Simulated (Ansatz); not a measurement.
input.yaml (Ansatz)

```yaml
crystal:
  lattice:
    - [7.4664905715, 0.0, 0.0]
    - [-3.7332452858, 6.466170512, 0.0]
    - [0.0, 0.0, 4.4395261]
  atoms:
    - { symbol: K, position: [0.0, 1.0, 1.0] }
    - { symbol: K, position: [0.3333333333, 0.6666666667, 0.5] }
    - { symbol: K, position: [0.6666666667, 0.3333333333, 0.5] }
hamiltonian:
  xc: pbesol
  pseudopotentials:
    kind: paw
    azcp:
      K: "pseudopotentials/K.paw.azcp"
basis:
  ecutwfc: 420
  fft_grid_basis: typed
kpoints:
  mp_grid: { grid: [7, 7, 10], shift: [0, 0, 0] }
magnetization:
  spin_polarized: false
scf:
  occupations: { method: fermi_dirac, width: 0.1 }
```

Output

```
Warning: the record states the generating functional pbe (its physics header spells it `PBE`), which answers neither for hamiltonian.xc's functional nor for the pbesol family's — results may be inconsistent (PPs are generated against a specific XC)
Engine: ansatz 0.2.0, aarch64-unknown-linux-gnu
Pseudopotentials: kind: paw
Pseudopotential: K, paw, valence charge 9, recommended cutoff 420 eV (normal) 
Functional definition: PBEsol
  exchange = pbesol_x
  correlation = pbesol_c
Crystal: 3 atoms, lattice volume = 214.339 Å³
Basis set: ecut = 420 eV, 4215 PW (Γ)
Bands: 18, of which v1, the nominal top of the filled ones, is band 14 counted from 1 (13 counted from 0)
Symmetry: 24 space group operations
Space group: P6/mmm (ITA 191), of the structure as read, at distance tolerance 6.0e-5 Å
k-points: 48 of 490
Non-local potential: K, projectors of the file, l = 0: 3, l = 1: 2, l = 2: 2
PAW form: soft (Blöchl's): semilocal exchange-correlation on the pseudo side does not see the compensation charge
PAW frozen core: K, regenerated for the run's functional, and the local potential with it (the file was generated under x = pbe(κ = 0.804, μ = 0.2195149727645171), c = pbe(β = 0.06672455060314922))
PAW one-centre angular grid: K, 110 points (default); XC on 64 Gauss nodes
Initial density: superposition of atomic densities (neutral atoms: chi_scale 0, normalization atom), corrected by the library's trained network
Initial wavefunctions: pseudopotential atomic-orbital guess
Functional: x = pbesol(κ = 0.804, μ = 0.12345679012345678), c = pbesol(β = 0.046)
SCF iter   1: F=—  HF=-4548.093583 eV  |F-HF|=—  |Δ(HF+E_count)|=         —  Δρ=1.16e-3  dr2=1.33e-3  ethr=1.77e-3  ⟨swp⟩=6.2  Hψ=4723  notcnv=0
SCF iter   2: F=—  HF=-4548.092842 eV  |F-HF|=—  |Δ(HF+E_count)|=   7.41e-4  Δρ=5.49e-4  dr2=2.56e-4  ethr=4.93e-6  ⟨swp⟩=2.6  Hψ=1907  notcnv=0
SCF iter   3: F=—  HF=-4548.092823 eV  |F-HF|=—  |Δ(HF+E_count)|=   1.92e-5  Δρ=8.84e-5  dr2=1.91e-5  ethr=9.46e-7  ⟨swp⟩=2.6  Hψ=1450  notcnv=0
SCF iter   4: F=—  HF=-4548.092780 eV  |F-HF|=—  |Δ(HF+E_count)|=   4.27e-5  Δρ=2.63e-5  dr2=3.89e-6  ethr=7.07e-8  ⟨swp⟩=2.9  Hψ=1426  notcnv=0
SCF iter   5: F=—  HF=-4548.092780 eV  |F-HF|=—  |Δ(HF+E_count)|=   2.73e-7  Δρ=6.39e-6  dr2=1.22e-7  ethr=1.44e-8  ⟨swp⟩=1.4  Hψ=894  notcnv=0
SCF iter   6: F=-4548.092780 eV  HF=-4548.092780 eV  |F-HF|=6.46e-10  |Δ(HF+E_count)|=   3.12e-8  Δρ=1.37e-6  dr2=8.28e-9  ethr=3.70e-10  ⟨swp⟩=2.0  Hψ=1708  notcnv=0
SCF 1 converged in 6 iterations: F = -4548.092780 eV  dr2 = 8.28e-9
SCF converged after 6 iterations
Free energy (F): -4548.092780 eV
Harris-Foulkes:  -4548.092780 eV  (|F-HF|=6.46e-10)
Internal energy: -4548.012717 eV  (E = F + TS)
E sigma→0 (E₀):  -4548.052748 eV
Entropy (-TS):   -0.080063 eV (-26.688 meV/atom)
Fermi energy:    1.836784 eV
--- Per-component energies (eV) ---
  E_band       = -424.402280
  E_kinetic    = 755.897451
  E_local      = -2248.296772  (includes V_loc(G=0)·N_el)
  E_nonlocal   = 41.482513
  E_hartree    = 799.913783
  E_xc         = -395.952454
  E_vxc        = -485.055392  (∫ρ·V_xc dr)
  E_paw        = -2285.444319  (= ΣΔE_a)
  E_vpaw       = -88.256767  (= ΣTr[D̂ρ^β])
  E_aug_tail   = -0.000010  (compensation charges beyond the density's cutoff)
  E_ewald      = -1215.936565
  E_core_change = 0.323655  (= ΣΔE_core)
  E_smearing   = -0.080063  (= −TS)
  E_closure    = 0.000000  (closes the sum)
  Σ components = -4548.092780   (vs F -4548.092780, Δ=0.00e0)
```

Launched by

```sh
ansatz run input.yaml --threads 2 --pin off --max-ram 5120MiB --backend cpu --events-out ev --progress --plain --runs-dir out
```

On 2 threads of Arm Neoverse V1 (shared host) this took about 3 s of wall time and 5.8 s of CPU time.
